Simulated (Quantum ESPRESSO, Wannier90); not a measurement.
# AgRhO2 (R-3m), plane waves to Wannier functions

Structure: Materials Project mp-1018033, symmetrised, not relaxed again. Not found in the COD (Crystallography Open Database) copy used; not checked further. Level: PBEsol, spinors with spin-orbit coupling; pw.x of Quantum ESPRESSO at 71 Ry with PseudoDojo potentials, 6×6×6 k-points, Wannier90. Density: 12×12×12 mesh, Gaussian smearing 0.01 Ry.

On the energy scale of pw.x, whose zero is arbitrary, the valence-band maximum lies at 12.47 eV.

Input w.win:

```
num_bands = 2
num_wann = 2
exclude_bands = 3-78
spinors = true
num_iter = 1000
conv_tol = 1.0e-6
conv_window = 4
write_hr = true
write_u_matrices = true
auto_projections = true
begin unit_cell_cart
ang
   -1.5592199437    2.7006481626    0.0000000000
   -3.1184398873    0.0000000000    0.0000000000
   -1.5592199437    0.9002160542    6.3331230000
end unit_cell_cart
begin atoms_frac
Ag   0.0000000000  0.0000000000  0.0000000000
Rh   0.5000000000  0.5000000000  0.5000000000
O    0.1130230000  0.1130230000 -0.3390690000
O   -0.1130230000 -0.1130230000  0.3390690000
end atoms_frac
mp_grid = 6 6 6
begin kpoints
0.0000000000 0.0000000000 0.0000000000
0.0000000000 0.0000000000 0.1666666667
0.0000000000 0.0000000000 0.3333333333
... (213 more lines: the 6x6x6 mesh through Gamma)
end kpoints
```

Input of pw2wannier90.x that gives the overlap and projection files (equivalent; here they were cut from one run over all bands):

```
&inputpp
  outdir = './out'
  prefix = 'pwscf'
  seedname = 'w'
  write_amn = .true.
  write_mmn = .true.
  atom_proj = .true.
  atom_proj_exclude = 3 4 5 6 7 8 9 10 11 12 13 14 15 16 17 18 19 20 21 22 23 24 25 26 27 28 29 30 31 32 33 34 35 36 37 38 39 40 41 42 43 44 45 46 47 48 49 50 51 52 53 54 55 56
/
```

Output w.wout (banner and timings cut):

```
                                    ------
                                    SYSTEM
                                    ------

                              Lattice Vectors (Ang)
                    a_1    -1.559220   2.700648   0.000000
                    a_2    -3.118440   0.000000   0.000000
                    a_3    -1.559220   0.900216   6.333123

                   Unit Cell Volume:      53.33635  (Ang^3)

                        Reciprocal-Space Vectors (Ang^-1)
                    b_1     0.000000   2.326547  -0.330705
                    b_2    -2.014849  -1.163274  -0.330705
                    b_3     0.000000   0.000000   0.992115

 *----------------------------------------------------------------------------*
 |   Site       Fractional Coordinate          Cartesian Coordinate (Ang)     |
 +----------------------------------------------------------------------------+
 | ag   1   0.00000   0.00000   0.00000   |   -0.00000   0.00000   0.00000    |
 | rh   1   0.50000   0.50000   0.50000   |   -3.11844   1.80043   3.16656    |
 | o    1   0.11302   0.11302  -0.33907   |    0.00000   0.00000  -2.14737    |
 | o    2  -0.11302  -0.11302   0.33907   |   -0.00000   0.00000   2.14737    |
 *----------------------------------------------------------------------------*
                                ------------
                                K-POINT GRID
                                ------------

             Grid size =  6 x  6 x  6      Total points =  216

 *---------------------------------- MAIN ------------------------------------*
 |  Number of Wannier Functions               :                 2             |
 |  Number of Objective Wannier Functions     :                 2             |
 |  Number of input Bloch states              :                 2             |
 |  Output verbosity (1=low, 5=high)          :                 1             |
 |  Timing Level (1=low, 5=high)              :                 1             |
 |  Optimisation (0=memory, 3=speed)          :                 3             |
 |  Length Unit                               :               Ang             |
 |  Post-processing setup (write *.nnkp)      :                 F             |
 |  Using Gamma-only branch of algorithms     :                 F             |
 *----------------------------------------------------------------------------*
 *------------------------------- WANNIERISE ---------------------------------*
 |  Total number of iterations                :              1000             |
 |  Number of CG steps before reset           :                 5             |
 |  Trial step length for line search         :             2.000             |
 |  Convergence tolerence                     :         0.100E-05             |
 |  Convergence window                        :                 4             |
 |  Iterations between writing output         :                 1             |
 |  Iterations between backing up to disk     :               100             |
 |  Write r^2_nm to file                      :                 F             |
 |  Write xyz WF centres to file              :                 F             |
 |  Write on-site energies <0n|H|0n> to file  :                 F             |
 |  Use guiding centre to control phases      :                 F             |
 |  Use phases for initial projections        :                 F             |
 *----------------------------------------------------------------------------*
 *-------------------------------- PLOTTING ----------------------------------*
 |  Plotting Hamiltonian in WF basis          :                 T             |
 *----------------------------------------------------------------------------*

 *---------------------------------- K-MESH ----------------------------------*
 +----------------------------------------------------------------------------+
 |                    Distance to Nearest-Neighbour Shells                    |
 |                    ------------------------------------                    |
 |          Shell             Distance (Ang^-1)          Multiplicity         |
 |          -----             -----------------          ------------         |
 |             1                   0.165352                      2            |
 |             2                   0.330705                      2            |
 |             3                   0.391656                      6            |
 |             4                   0.403123                      6            |
 |             5                   0.446053                      6            |
 |             6                   0.475715                      6            |
 |             7                   0.496057                      2            |
 |             8                   0.547006                      6            |
       ... (lines left out)
 +----------------------------------------------------------------------------+
 | The b-vectors are chosen automatically                                     |
 | The following shells are used:                       1,  3                 |
 +----------------------------------------------------------------------------+
 |                        Shell   # Nearest-Neighbours                        |
 |                        -----   --------------------                        |
 |                          1               2                                 |
 |                          2               6                                 |
 +----------------------------------------------------------------------------+
 | Completeness relation is fully satisfied [Eq. (B1), PRB 56, 12847 (1997)]  |
 +----------------------------------------------------------------------------+
 |                  b_k Vectors (Ang^-1) and Weights (Ang^2)                  |
 |                  ----------------------------------------                  |
 |            No.         b_k(x)      b_k(y)      b_k(z)        w_b           |
 |            ---        --------------------------------     --------        |
 |             1         0.000000    0.000000    0.165352    17.548273        |
 |             2         0.000000    0.000000   -0.165352    17.548273        |
 |             3        -0.335808   -0.193879   -0.055117     2.216958        |
 |             4         0.000000    0.387758   -0.055117     2.216958        |
 |             5        -0.335808    0.193879    0.055117     2.216958        |
 |             6         0.335808    0.193879    0.055117     2.216958        |
 |             7         0.000000   -0.387758    0.055117     2.216958        |
 |             8         0.335808   -0.193879   -0.055117     2.216958        |
 +----------------------------------------------------------------------------+
 |                           b_k Directions (Ang^-1)                          |
 |                           -----------------------                          |
 |            No.           x           y           z                         |
 |            ---        --------------------------------                     |
 |             1         0.000000    0.000000    0.165352                     |
 |             2        -0.335808   -0.193879   -0.055117                     |
 |             3         0.000000    0.387758   -0.055117                     |
 |             4        -0.335808    0.193879    0.055117                     |
 +----------------------------------------------------------------------------+

 Starting a new Wannier90 calculation ...

 Reading overlaps from w.mmn

 Reading projections from w.amn

 *------------------------------- WANNIERISE ---------------------------------*
 +--------------------------------------------------------------------+<-- CONV
 | Iter  Delta Spread     RMS Gradient      Spread (Ang^2)            |<-- CONV
 +--------------------------------------------------------------------+<-- CONV

 ------------------------------------------------------------------------------
 Initial State
  WF centre and spread    1  ( -0.000000,  0.000000, -0.000000 )     0.25829725
  WF centre and spread    2  ( -0.000000,  0.000000,  0.000000 )     0.25829725
  Sum of centres and spreads ( -0.000000,  0.000000,  0.000000 )     0.51659451

      0     0.517E+00     0.0000000000        0.5165945093  <-- CONV
        O_D=      0.0000000 O_OD=      0.0000000 O_TOT=      0.5165945 <-- SPRD
 ------------------------------------------------------------------------------
      1    -0.111E-15     0.0000000192        0.5165945093  <-- CONV
        O_D=      0.0000000 O_OD=      0.0000000 O_TOT=      0.5165945 <-- SPRD
      2     0.000E+00     0.0000000190        0.5165945093  <-- CONV
        O_D=      0.0000000 O_OD=      0.0000000 O_TOT=      0.5165945 <-- SPRD
      3     0.000E+00     0.0000000188        0.5165945093  <-- CONV
        O_D=      0.0000000 O_OD=      0.0000000 O_TOT=      0.5165945 <-- SPRD
      4     0.000E+00     0.0000000184        0.5165945093  <-- CONV
        O_D=      0.0000000 O_OD=      0.0000000 O_TOT=      0.5165945 <-- SPRD
             <<<     Delta < 1.000E-06  over  4 iterations     >>>
             <<< Wannierisation convergence criteria satisfied >>>
 Final State
  WF centre and spread    1  ( -0.000000,  0.000000, -0.000000 )     0.25829725
  WF centre and spread    2  ( -0.000000,  0.000000,  0.000000 )     0.25829725
  Sum of centres and spreads ( -0.000000,  0.000000,  0.000000 )     0.51659451

         Spreads (Ang^2)       Omega I      =     0.516594509
        ================       Omega D      =     0.000000000
                               Omega OD     =     0.000000000
    Final Spread (Ang^2)       Omega Total  =     0.516594509
```
